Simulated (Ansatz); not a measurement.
BN (h-BN type, space group P6_3/mmc)

```
CELL_PARAMETERS angstrom
      2.50059     0.00000     0.00000
     -1.25029     2.16557     0.00000
      0.00000     0.00000     6.52585
ATOMIC_POSITIONS crystal
  B  0.33333 0.66667 0.25000
  B  0.66667 0.33333 0.75000
  N  0.33333 0.66667 0.75000
  N  0.66667 0.33333 0.25000
```

In each cell atom 1 (B, nearest neighbour N at 1.444 Å; its periodic images, 2.5 Å or more away, move with it) moves by s·(0.000, 1.000, 0.000) (towards the nearest neighbour), the rest being held.

Level of theory: r2SCAN+rVV10 (plane waves to 500 eV, PAW, scalar-relativistic; Ansatz, a quantum-chemistry and plane-wave program). k mesh 12×12×4 (Γ-centred), Fermi-Dirac smearing 0.05 eV. E stands for the smeared free energy. Left out: 1 of 11 points, with atoms too close for the PAW data. BN was relaxed with its symmetry unable to fall. ΔE is measured from the undisplaced structure.

| s (Å) | ΔE (meV/cell) |
|---|---|
| -0.290 | 1234 |
| -0.232 | 862 |
| -0.174 | withheld |
| -0.116 | 250 |
| -0.058 | 67 |
| 0.000 | 0 |
| 0.058 | 75 |
| 0.116 | 320 |
| 0.174 | 770 |
| 0.232 | 1472 |

Q: Fit a polynomial form (powers 2, 3, 4) to the given rows and predict ΔE at s = -0.174.

A: Least squares on the 9 given rows: ΔE = (21210)·s² + (24490)·s³ + (7175)·s⁴, in meV/cell with s in Å; root-mean-square residual 4.0 meV/cell. At -0.174 the fit gives 520 meV/cell; the calculation gives 524 meV/cell, so the interpolation is off by -4 (-0.8 %). The quadratic term alone would give 642 meV/cell.

(For displaced atoms, the force is minus the slope of the energy, and its curvature is a force constant, which sets phonon frequencies.)
